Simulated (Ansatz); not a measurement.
TiNi:
```
CELL_PARAMETERS angstrom
      1.44054    -4.64604     0.00000
      1.44054     4.64604     0.00000
      0.00000     0.00000     3.96960
ATOMIC_POSITIONS crystal
  Ti 0.85692 0.14308 0.75000
  Ti 0.14308 0.85692 0.25000
  Ni 0.58491 0.41509 0.75000
  Ni 0.41509 0.58491 0.25000
```

Relaxed with PBEsol. Special points in fractions of this cell's reciprocal vectors: Γ (0.000, 0.000, 0.000); Y (-0.500, 0.500, 0.000); C0 (-0.274, 0.726, 0.000); Σ0 (0.274, 0.274, 0.000); Z (0.000, 0.000, 0.500); A0 (0.274, 0.274, 0.500); E0 (-0.274, 0.726, 0.500); T (-0.500, 0.500, 0.500); S (0.000, 0.500, 0.000); R (0.000, 0.500, 0.500).

Question: List the band energies nearest the Fermi level at these points for PBEsol (plane waves, PAW; program Ansatz).

Answer: In eV from the Fermi level; about four levels below and three above (degenerate sets whole), none deeper than 8.9 eV; points with the same levels are listed once.

```
k                     below                above
--  -----------------------  -------------------
Γ   -1.93 -1.73 -1.70 -0.65       0.13 0.49 0.56
Y   -2.00 -1.84 -1.82 -0.79       0.05 0.11 0.75
C0  -1.62 -1.41 -0.99 -0.41       0.42 0.52 0.82
Z   -1.67 -1.67 -0.77 -0.77  0.46 0.46 1.22 1.22
A0  -1.03 -1.03 -0.51 -0.51  0.49 0.49 0.80 0.80
T   -1.75 -1.75 -1.26 -1.26  0.37 0.37 1.44 1.44
S   -1.37 -1.36 -1.03 -0.51       0.34 0.66 0.72
R   -0.86 -0.86 -0.34 -0.34  0.04 0.04 0.68 0.68
```

Space group Cmcm. The start of the workflow was typed in or built on a structure type; neither database checked (COD, Materials Project) lists it. COD files the formula under space group No. 11, 147. Whether it is the stable phase at ambient conditions was not checked. Symmetry was held in the PBEsol relaxation; whether a distortion lowers the energy is not shown. The workflow began spin-polarised and lost its moments.

Potentials: the later of the program's two PAW sets.
